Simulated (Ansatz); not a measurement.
## Relaxing a structure of Te₂Mo

The start is a generated cell, Te2Mo placed in the marcasite structure type. The cell and all atomic positions are relaxed at zero pressure with PBE (plane waves to 420 eV, PAW, scalar-relativistic; Ansatz, a quantum-chemistry and plane-wave program). The first steps use a coarse 4×4×5 k-mesh.

Starting cell:
```yaml
crystal:
  lattice:
    - [5.85911, 0.00000, 0.00000]
    - [0.00000, 7.15100, 0.00000]
    - [0.00000, 0.00000, 4.46413]
  atoms:
    - { symbol: Mo, position: [0.00000, 0.00000, 0.00000] }
    - { symbol: Mo, position: [0.50000, 0.50000, 0.50000] }
    - { symbol: Te, position: [0.20040, 0.37870, 0.00000] }
    - { symbol: Te, position: [0.70040, 0.12130, 0.50000] }
    - { symbol: Te, position: [0.29960, 0.87870, 0.50000] }
    - { symbol: Te, position: [0.79960, 0.62130, 0.00000] }
```

### Question
What is the largest force in the starting geometry, and on which atom (counted from 1)?

### Answer
About 1.3 eV/Å, on Te3, Te4, Te5, Te6 (atoms numbered as listed).

### Question
By how much does the energy per atom fall from start to end?

### Answer
0.51 eV/atom.

### Question
How does the volume per atom move from start to end?

### Answer
-22.6 %, from 31.17 to 24.13 Å³/atom.

### Question
How do the shortest distances between atoms change?

### Answer
The closest pairs of elements (up to four, under 3.6 Å), start → end: Mo–Te 2.95 → 2.69 Å; Te–Te 2.92 → 3.09 Å; Mo–Mo 4.46 → 3.50 Å.

### Question
What does it relax into? Give the structure.

### Answer

```cif
data_Mo2Te4
_chemical_formula_sum 'Mo2 Te4'
_space_group_name_H-M_alt 'Pnnm'
_space_group_IT_number 58
_space_group_name_Hall '-P 2 2n'
_cell_length_a 6.04010
_cell_length_b 6.83978
_cell_length_c 3.50462
_cell_angle_alpha 90.000
_cell_angle_beta 90.000
_cell_angle_gamma 90.000
loop_
_space_group_symop_operation_xyz
  'x, y, z'
  '-x, -y, -z'
  '-x, -y, z'
  'x, y, -z'
  'x+1/2, -y+1/2, -z+1/2'
  '-x+1/2, y+1/2, z+1/2'
  '-x+1/2, y+1/2, -z+1/2'
  'x+1/2, -y+1/2, z+1/2'
loop_
_atom_site_label
_atom_site_type_symbol
_atom_site_symmetry_multiplicity
_atom_site_Wyckoff_symbol
_atom_site_fract_x
_atom_site_fract_y
_atom_site_fract_z
_atom_site_occupancy
Mo1 Mo 2 a 0.00000 0.00000 0.00000 1
Te1 Te 4 g 0.19532 0.64589 0.00000 1
```

The space group stays Pnnm (No. 58) (the run could not lower it); the end is AFLOW prototype AB2_oP6_58_a_g (as in Fe2C), with 6 atoms in the primitive cell. Final values are on a 8×7×13 k-mesh of the relaxed cell. No spin polarisation in the result.

The run could not lose the symmetry of its start: the end is stationary, and may be a saddle point rather than a minimum.

The relaxed structure here is a generated cell of Te2Mo: the first start was made by placing the elements on the sites of a structure type, and the end was not matched to a known phase here, so it may be hypothetical. Known forms of Te2Mo include space group No. 194.
